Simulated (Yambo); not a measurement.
```xyz
4
Lattice="3.7973 0.0000 0.0000 -1.8987 3.2886 0.0000 0.0000 0.0000 5.9831" Properties=species:S:1:pos:R:3 pbc="T T T"
S      1.8987     1.0962     4.6115
S      0.0000     0.0000     1.6428
Cu     1.8987     1.0962     2.3474
Lu     0.0000     2.1924     0.0320
```

LuCuS$_{2}$ (space group P3m1, No. 156): mean Im ε in 1 eV windows above the direct gap of 2.54 eV, for different electron-hole kernels (Yambo, broadening 0.15 eV, norm-conserving PBEsol (Quantum ESPRESSO, 100 Ry, without SOC) bands; 6×6×4 mesh, 8 valence and 7 conduction bands, static screening with 56 bands and a 4 Ry block, scissor 0.77 eV, Tamm-Dancoff; field along x).

```tsv
window (eV)	independent quasiparticles	RPA (no attraction)	BSE
2.5 to 3.5	9.3	8.6	12
3.5 to 4.5	7.8	7.7	7.3
4.5 to 5.5	7.5	6.8	9.0
```

This run doesn't resolve bound excitons or single peaks, so only averages are given, and they too depend on the mesh; weight that the attraction moves below the gap isn't listed. All transitions below 6.26 eV are in the band window. The scissor comes from a G0W0 run whose convergence isn't established.

The 3d shell has no Hubbard U; the runs are without spin polarisation, and magnetic order was not tried. The 4f states are in the valence at their DFT position.

Geometry relaxed with PBEsol.

The structure is a Materials Project entry; no match was found in the copy of COD used, and its stability was not checked.
